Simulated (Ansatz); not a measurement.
# Sensitivity of the gradients in Cs₃Al₂F₉ to the input

Cell: a structure deposited in the COD whose atoms were relaxed with PBE, the cell held.

```cif
data_Cs3Al2F9
_symmetry_space_group_name_H-M 'P6_3/mmc'
_symmetry_Int_Tables_number 194
_cell_length_a 6.2535
_cell_length_b 6.2535
_cell_length_c 14.7193
_cell_angle_alpha 90.000
_cell_angle_beta 90.000
_cell_angle_gamma 120.000
loop_
_atom_site_label
_atom_site_type_symbol
_atom_site_symmetry_multiplicity
_atom_site_Wyckoff_symbol
_atom_site_fract_x
_atom_site_fract_y
_atom_site_fract_z
Cs1 Cs 2 d 0.3333 0.6667 0.7500
Cs3 Cs 4 f 0.3333 0.6667 0.4359
Al Al 4 e 0.0000 0.0000 0.1566
F11 F 6 h 0.1275 0.2550 0.2500
F17 F 12 k 0.2854 0.1427 0.0997
```

One atom of each set is listed.

Reference run. All values are calculated (Ansatz; DFT, PBE, plane waves and PAW, scalar-relativistic, 420 eV cutoff, Γ-centred 4×4×2 k-points, Fermi–Dirac smearing 0.02 eV), not measured.

(1) The input is changed as follows: `kpoints.mp_grid.shift`: not typed → [0.5, 0.5, 0.5]; `hamiltonian.xc`: pbe → rpbe; `scf.mixing.preconditioner`: not typed → kerker_dos. What happens to V_zz (10²¹ V/m²) and η?

Answers

(1) 

```json
{"site": "Cs1", "V_zz reference": "-2.04", "η reference": "0.00", "V_zz changed": "-2.00", "η changed": "0.00"}
{"site": "Cs3", "V_zz reference": "4.49", "η reference": "0.00", "V_zz changed": "4.64", "η changed": "0.00"}
{"site": "Al", "V_zz reference": "0.84", "η reference": "0.00", "V_zz changed": "0.83", "η changed": "0.00"}
{"site": "F11", "V_zz reference": "-6.58", "η reference": "0.28", "V_zz changed": "-6.62", "η changed": "0.26"}
{"site": "F17", "V_zz reference": "6.81", "η reference": "0.24", "V_zz changed": "6.85", "η changed": "0.24"}
```

The largest change of V_zz is on Cs3, from 4.49 to 4.64. In per cent, |V_zz| changes by -2 to +3 on Cs, -1 on Al, +1 on F (all sites that start above 0.5). New warnings: symmetry narrowed by mesh.

On the reference run: Without spin–orbit coupling (the program notes it for Cs) the gradients are little affected as a rule: paired runs on crystals with a gap mostly move them by under 2 % at such atoms. The database positions were far from equilibrium, so the relaxed structure may not be the compound's real one.
